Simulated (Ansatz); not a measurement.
## Ba₃TaGa₃Si₂O₁₄: field gradients at two levels of theory

Cell: an entry of the Crystallography Open Database (COD) whose atoms were relaxed with PBE, the cell held.

```cif
data_Ba3TaGa3Si2O14
_symmetry_space_group_name_H-M 'P321'
_symmetry_Int_Tables_number 150
_cell_length_a 8.5150
_cell_length_b 8.5150
_cell_length_c 5.1920
_cell_angle_alpha 90.000
_cell_angle_beta 90.000
_cell_angle_gamma 120.000
loop_
_atom_site_label
_atom_site_type_symbol
_atom_site_symmetry_multiplicity
_atom_site_Wyckoff_symbol
_atom_site_fract_x
_atom_site_fract_y
_atom_site_fract_z
Ba Ba 3 e 0.4320 0.0000 0.0000
Ta Ta 1 a 0.0000 0.0000 0.0000
Ga Ga 3 f 0.7456 0.0000 0.5000
Si Si 2 d 0.3333 0.6667 0.4779
O10 O 2 d 0.3333 0.6667 0.7867
O12 O 6 g 0.4736 0.2980 0.6516
O18 O 6 g 0.2186 0.1037 0.2261
```

One atom of each set is listed.

First run. Level of theory: DFT, PBE, plane waves and PAW, scalar-relativistic, 420 eV cutoff, Γ-centred 4×4×5 k-points, Fermi–Dirac smearing 0.02 eV (Ansatz 0.2.0).

```
site  V_zz (10²¹ V/m²)     η
  Ba              6.57  0.97
  Ta            -11.05  0.00
  Ga             -6.61  0.05
  Si             -2.41  0.00
 O10              4.16  0.00
 O12              7.32  0.37
 O18              6.85  0.04
```

Second run. The same atoms and settings, except that the functional is r2SCAN and the cutoff is 500 eV.

Question: What does the second run give?

Answer: 

| site | V_zz | η | change of V_zz |
| --- | --- | --- | --- |
| Ba | 7.04 | 0.94 | +0.47 |
| Ta | -10.50 | 0.00 | +0.55 |
| Ga | -6.76 | 0.05 | -0.15 |
| Si | -2.49 | 0.00 | -0.08 |
| O10 | 4.18 | 0.00 | +0.02 |
| O12 | 7.19 | 0.37 | -0.13 |
| O18 | 6.67 | 0.04 | -0.18 |

The largest change of V_zz is on Ta, from -11.05 to -10.50. In per cent, |V_zz| changes by +7 on Ba, -5 on Ta, +2 on Ga, +3 on Si, -3 to +1 on O (all sites that start above 0.5).

Without spin–orbit coupling the gradients at and beside Ta can be off by some per cent, at some sites by more. With these PAW files V_zz is typically within 2 to 3 % of all-electron values, but misses above 10 % occur on Ta.
For the second run: The largest force is 0.5 eV/Å, so the atoms aren't at the calculated equilibrium and relaxing them would move these values.
